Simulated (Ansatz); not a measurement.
All numbers below come from DFT PBE, scalar-relativistic, plane waves, PAW in Ansatz. Settings: cutoff 420 eV, Γ-centred meshes spaced at most about 0.3 Å⁻¹, and about 0.25 Å⁻¹ or finer for metals (2π included), Gaussian smearing. No spin polarisation in the final relaxations.

All energies are static (0 K, no zero-point motion).

Compare these two cells of Zr2B, each relaxed at this level.

1.

```cif
data_structure
_symmetry_space_group_name_H-M 'P4_2/mmc'
_symmetry_Int_Tables_number 131
_cell_length_a 3.4147
_cell_length_b 3.4147
_cell_length_c 11.8050
_cell_angle_alpha 90.000
_cell_angle_beta 90.000
_cell_angle_gamma 90.000
_cell_volume 137.65
loop_
_atom_site_label
_atom_site_type_symbol
_atom_site_symmetry_multiplicity
_atom_site_Wyckoff_symbol
_atom_site_fract_x
_atom_site_fract_y
_atom_site_fract_z
_atom_site_occupancy
Zr1 Zr 4 i 0.00000 0.50000 0.86548 1
B1 B 2 e 0.00000 0.00000 0.75000 1
```

2.

```cif
data_structure
_symmetry_space_group_name_H-M 'P6/mmm'
_symmetry_Int_Tables_number 191
_cell_length_a 4.5282
_cell_length_b 4.5282
_cell_length_c 5.7636
_cell_angle_alpha 90.000
_cell_angle_beta 90.000
_cell_angle_gamma 120.000
_cell_volume 102.35
loop_
_atom_site_label
_atom_site_type_symbol
_atom_site_symmetry_multiplicity
_atom_site_Wyckoff_symbol
_atom_site_fract_x
_atom_site_fract_y
_atom_site_fract_z
_atom_site_occupancy
Zr1 Zr 2 d 0.33333 0.66667 0.50000 1
Zr2 Zr 2 e 0.00000 0.00000 0.21160 1
B1 B 2 c 0.33333 0.66667 0.00000 1
```

Question: Which form is favoured at zero pressure, and by what margin per atom?

Answer: Cell 1 is lower, by 108 meV/atom. Cell 1 has space group P4_2/mmc (No. 131), 22.9 Å³/atom and no gap on its mesh; cell 2 has space group P6/mmm (No. 191), 17.1 Å³/atom and no gap. Counting B atoms around Zr (those within 1.25 times the shortest such distance or 1.15 times the sum of covalent radii; a slash parts the counts of unlike sites), cell 1 has Zr 2 and cell 2 has Zr 2/6. The lower one is the more open, so pressure narrows the difference. Even the lower one lies +0.75 eV/atom against the reference forms of the elements (uncorrected), so neither is stable at this level. Both come from invented guesses. A third cell relaxed alike, in Fm-3m, lies 0.96 eV/atom below the lower of the two.

Cells relaxed within their symmetry can be saddle points.
